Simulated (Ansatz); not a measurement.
Be2C (fluorite or antifluorite type), relaxed and computed with several functionals in Ansatz (plane waves, PAW).

```tsv
functional	a (Å)	gap (eV)	B₀ by P(V) fit (GPa)
HSE06	4.306	1.92	213
LDA	4.268	1.20	217
PBE	…	…	…
```

Question: What belongs in the gaps?

Answer: 
- PBE, a (Å): 4.328
- PBE, gap (eV): 1.17
- PBE, B₀ by P(V) fit (GPa): 202

All cells were relaxed under the symmetry of their starts (and spin orders); stability against distortions was not tested throughout.

Potentials: the later of the program's two PAW sets.

Ansatz (a first-principles code) is a plane-wave DFT program.
